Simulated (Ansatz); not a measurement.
Relaxed TaN (rock salt):

```
CELL_PARAMETERS angstrom
      0.00000     4.39630     4.39630
      2.19815     2.19815     4.39630
      2.19815     2.19815     0.00000
ATOMIC_POSITIONS crystal
  N  0.00000 0.00000 0.00000
  N  0.50000 0.00000 0.00000
  Ta 0.00000 0.50000 0.50000
  Ta 0.50000 0.50000 0.50000
```

A phonon eigenvector at X = (0.5, 0.5, 0.0) is frozen into this cell: atom i moves by Q times the vector below, so Q is the largest atomic displacement, in Å. The cell is held. It is one choice among 2 degenerate patterns. (q is in reciprocal vectors of the primitive cell; the cell shown is doubled to hold the pattern.)

```tsv
atom	x	y	z
N1	0.000	-1.000	0.000
N2	0.000	1.000	0.000
Ta3	0.000	0.848	0.000
Ta4	0.000	-0.848	0.000
```

Level of theory: r2SCAN (plane waves to 500 eV, PAW, scalar-relativistic; Ansatz, a quantum-chemistry and plane-wave program). k mesh 18×18×18 (Γ-centred), Fermi-Dirac smearing 0.05 eV. E stands for the smeared free energy. With partly filled bands, energies and forces of such displacements shift with the k mesh and the smearing. Spin-orbit coupling is left out, though Ta is heavy. TaN is run without spin polarisation. TaN was relaxed with its symmetry unable to fall. This is a high-temperature form of TaN. The zero of ΔE is the undisplaced structure. The last digit holds for this mesh only.

```csv
Q (Å),ΔE (meV/cell)
-0.2750,152.3
-0.2292,-0.3
-0.1833,-73.1
-0.1375,-82.5
-0.0917,withheld
-0.0458,-12.3
0.0000,0.0
0.0458,-12.3
0.0917,withheld
0.1375,-82.5
0.1833,-73.1
0.2292,-0.3
0.2750,152.3
```

Problem. Fit an even polynomial form (powers 2, 4, 6) to the given rows and predict ΔE at Q = -0.0917.

Solution. Least squares on the 11 given rows: ΔE = (-7408)·Q² + (178700)·Q⁴ + (-715000)·Q⁶, in meV/cell with Q in Å; root-mean-square residual 1.36 meV/cell. At -0.0917 the fit gives -50.1 meV/cell; the calculation gives -51.2 meV/cell, so the interpolation is off by 1.1 (+2.1 %). The quadratic term alone would give -62.3 meV/cell: it is negative, as the undisplaced cell is unstable along this move.

(A displaced cell: forces are minus the slopes of the energy, force constants its curvatures, and phonons follow from these.)
